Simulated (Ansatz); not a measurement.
Starting cell, Y (hcp, Mg type):

```
CELL_PARAMETERS angstrom
      3.65568     0.00000     0.00000
     -1.82784     3.16591     0.00000
      0.00000     0.00000     5.67880
ATOMIC_POSITIONS crystal
  Y  0.33333 0.66667 0.75000
  Y  0.66667 0.33333 0.25000
```

The atoms are displaced by Q × the pattern below (from a DFPT mode at Γ, largest move 1; Q in Å), at fixed cell. It is one choice among 2 degenerate patterns.

| atom | x | y | z |
|---|---|---|---|
| Y1 | 0.000 | 1.000 | 0.000 |
| Y2 | 0.000 | -1.000 | 0.000 |

Calculation: PBE (plane waves to 420 eV, PAW, scalar-relativistic; Ansatz, a program for electronic structure). k mesh 15×15×8 (Γ-centred), Fermi-Dirac smearing 0.05 eV. Energies are smeared free energies. With partly filled bands, energies and forces of such displacements shift with the k mesh and the smearing. The PAW data are Ansatz's earlier set. Y is run without spin polarisation. Y was relaxed with its symmetry unable to fall. The zero of ΔE is the undisplaced structure.

```json
[
 {"Q (Å)": "-0.180", "−dE/dQ from forces (eV/Å)": "0.720", "ΔE (eV/cell)": "…"},
 {"Q (Å)": "-0.150", "−dE/dQ from forces (eV/Å)": "0.632", "ΔE (eV/cell)": "0.051"},
 {"Q (Å)": "-0.120", "−dE/dQ from forces (eV/Å)": "0.528", "ΔE (eV/cell)": "0.034"},
 {"Q (Å)": "-0.090", "−dE/dQ from forces (eV/Å)": "0.413", "ΔE (eV/cell)": "0.019"},
 {"Q (Å)": "-0.060", "−dE/dQ from forces (eV/Å)": "0.288", "ΔE (eV/cell)": "0.009"},
 {"Q (Å)": "-0.030", "−dE/dQ from forces (eV/Å)": "0.151", "ΔE (eV/cell)": "0.002"},
 {"Q (Å)": "0.000", "−dE/dQ from forces (eV/Å)": "0.000", "ΔE (eV/cell)": "0.000"},
 {"Q (Å)": "0.030", "−dE/dQ from forces (eV/Å)": "-0.162", "ΔE (eV/cell)": "0.002"},
 {"Q (Å)": "0.060", "−dE/dQ from forces (eV/Å)": "-0.324", "ΔE (eV/cell)": "0.010"},
 {"Q (Å)": "0.090", "−dE/dQ from forces (eV/Å)": "-0.480", "ΔE (eV/cell)": "0.022"},
 {"Q (Å)": "0.120", "−dE/dQ from forces (eV/Å)": "-0.634", "ΔE (eV/cell)": "0.039"},
 {"Q (Å)": "0.150", "−dE/dQ from forces (eV/Å)": "-0.790", "ΔE (eV/cell)": "0.060"},
 {"Q (Å)": "0.180", "−dE/dQ from forces (eV/Å)": "-0.943", "ΔE (eV/cell)": "…"}
]
```

Question: Complete the blanks.

Answer: 
- -0.180, ΔE (eV/cell): 0.071
- 0.180, ΔE (eV/cell): 0.086

(For displaced atoms, the force is minus the slope of the energy, and its curvature is a force constant, which sets phonon frequencies.)
